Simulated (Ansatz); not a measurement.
### Question
Each is relaxed and computed with DFT-r²SCAN in the program Ansatz with PAW potentials. Which is the only metal?
A) BP, Pm-3n (B on 6c, P on 6d)
B) CaB2C2, I4/mcm (Ca on 4a, B on 8h, C on 8h)
C) BN, Pm-3n (B on 6c, N on 6d)
D) BW2, I4/mcm (B on 4a, W on 8h)

### Answer
D, BW2, I4/mcm (B on 4a, W on 8h). BW2: metal; CaB2C2: gap 0.67 eV (indirect); BN: gap 4.76 eV (indirect); BP: gap 0.64 eV (indirect). Typed or built starts, not in the databases checked: BN, Pm-3n (B on 6c, N on 6d); BP, Pm-3n (B on 6c, P on 6d). Not the usual ambient phase: BN, Pm-3n (B on 6c, N on 6d); BP, Pm-3n (B on 6c, P on 6d). Standing as an ambient phase not checked: BW2, I4/mcm (B on 4a, W on 8h); CaB2C2, I4/mcm (Ca on 4a, B on 8h, C on 8h). Perhaps ordered models of mixed-site phases: CaB2C2, I4/mcm (Ca on 4a, B on 8h, C on 8h). All cells were relaxed under the symmetry of their starts (and spin orders); stability against distortions was not tested throughout. Rows with no word on spin ran without spin polarisation. Spin–orbit coupling is left out wherever it is not named.

Potentials: the later of the program's two PAW sets.
